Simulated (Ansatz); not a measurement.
Computed properties of K₂MoCl₆

K2MoCl6:
```
K2MoCl6
1.0
    0.00000     4.89289     4.89289
    4.89289     0.00000     4.89289
    4.89289     4.89289     0.00000
Mo Cl K
1 6 2
Direct
  0.00000   0.00000   0.00000
  0.75765   0.24235   0.24235
  0.24235   0.75765   0.24235
  0.24235   0.75765   0.75765
  0.75765   0.24235   0.75765
  0.24235   0.24235   0.75765
  0.75765   0.75765   0.24235
  0.25000   0.25000   0.25000
  0.75000   0.75000   0.75000
```

Space group Fm-3m (No. 225); conventional cell a = b = c = 9.786 Å, α = β = γ = 90.00°.

Method: r²SCAN in the plane-wave PAW code Ansatz. Geometry: relaxed at this level of theory. Other levels are named where they apply.

Cell and energy:

```yaml
volume_per_atom: 26.03 Å³
density: 2.74 g/cm³
Formation energy from the elements (no fitted shifts): -1.52 eV/atom
```

Electronic structure:

```yaml
electronic_character: metallic (no gap)
Density of states at the Fermi level: 1.6 states/eV per atom (mean over ±0.08 eV)
Gap with spin–orbit coupling: none (metallic)
```

Mechanics:

```yaml
Bulk modulus (Birch–Murnaghan fit): 18.1 GPa
Pressure derivative B′: 7.0
```

Charges:

```yaml
bader_charges: Mo +1.90, Cl -0.61, K +0.89 e
```

The workflow started from an entry of the Crystallography Open Database (COD). Its standing as an ambient phase is unchecked. The r²SCAN relaxation kept the symmetry of its start; its stability against distortions is not shown here. The run is not spin-polarised. The references are the lowest solids computed at this level, not always the standard phases (solids in place of the gases). Spin–orbit coupling is left out wherever it is not named.

Potentials: the later of the program's two PAW sets.
